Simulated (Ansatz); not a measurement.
These are results of DFT PBE, scalar-relativistic, plane waves, PAW (Ansatz), not measurements. Each cell gets a short relaxation within its symmetry: 420 eV, a coarse mesh through Γ, smearing of 0.2 eV, at most 16 steps to 0.08 eV/Å and 0.8 GPa. No spin polarisation. Energies are free energies per atom, good to about 0.1 eV/atom between metallic cells, end volumes are rough, and groups of ends are read at 0.1 Å.

Two unrelaxed guesses for Hf3S5:

A.

Space group P-62m (No. 189). a = 7.251 Å, b = 7.251 Å, c = 4.029 Å, α = 90.00°, β = 90.00°, γ = 120.00°
```json
{"atom": "Hf", "site": "3g", "symmetry": "m2m", "x": "0.6453", "y": "0.0000", "z": "0.5000"}
{"atom": "S", "site": "3f", "symmetry": "m2m", "x": "0.2293", "y": "0.0000", "z": "0.0000"}
{"atom": "S", "site": "2c", "symmetry": "-6..", "x": "0.3333", "y": "0.6667", "z": "0.0000"}
```

B.

Space group R-3m:H (No. 166). a = 3.600 Å, b = 3.600 Å, c = 45.100 Å, α = 90.00°, β = 90.00°, γ = 120.00°
| atom | site | symmetry | x | y | z |
| --- | --- | --- | --- | --- | --- |
| Hf | 6c | 3m | 0.0000 | 0.0000 | 0.3000 |
| Hf | 3b | -3m | 0.3333 | 0.6667 | 0.1667 |
| S | 6c | 3m | 0.3333 | 0.6667 | 0.2667 |
| S | 3a | -3m | 0.0000 | 0.0000 | 0.0000 |
| S | 6c | 3m | 0.0000 | 0.0000 | 0.2000 |

Problem. Which is lower as given, and which after relaxing?

Solution. As given, B is lower by 1.48 eV/atom. Relaxed, B is lower by 0.70 eV/atom, so the order holds. A goes from P-62m at 22.9 Å³/atom to P-62m at 17.4 Å³/atom and gains 0.81 eV/atom. B goes from R-3m at 21.1 Å³/atom to R-3m at 23.0 Å³/atom and gains 0.02 eV/atom. The closest pair in A goes from S–S at 2.87 Å to Hf–S at 2.69 Å. The closest pair in B goes from Hf–S at 2.57 Å to Hf–S at 2.54 Å. At the end: counting S atoms around Hf (those within 1.25 times the shortest such distance or 1.15 times the sum of covalent radii, 1.27 where that leaves under three; a plus sign parts nearer from farther groups), A has Hf 8+2 and B has Hf 6.

No dispersion correction is applied, so the spacing and binding between layers, chains or molecules are poorly described (R-3m), and this can change margins and order among such cells. These runs have no spin–orbit coupling, which can matter for Hf.
